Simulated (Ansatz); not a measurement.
Sn (β-Sn type, I4_1/amd) at seven volumes, the program Ansatz at the LDA level (PAW), shape and atoms relaxed at each. One row is withheld.

| V (Å³/atom) | P (GPa) |
|---|---|
| 23.818 | 7.10 |
| 24.603 | ? |
| 25.388 | 1.97 |
| 26.173 | 0.00 |
| 26.958 | -1.66 |
| 27.743 | -3.05 |
| 28.529 | -4.21 |

Task: Fit the shown pressures and predict the withheld one.

Result: P = (3/2)B₀(x^(7/2) − x^(5/2))[1 + (3/4)(B′ − 4)(x − 1)] with x = (V₀/V)^(2/3). Least squares on the six rows gives V₀ = 26.172 Å³/atom, B₀ = 60.1 GPa, B′ = 4.79. At V = 24.603, x = 1.0421 and P = 4.31 GPa. The run itself gave 4.32 GPa.

Symmetry was held in the LDA relaxation. Spin–orbit coupling is left out wherever it is not named.

Potentials: the later of the program's two PAW sets.
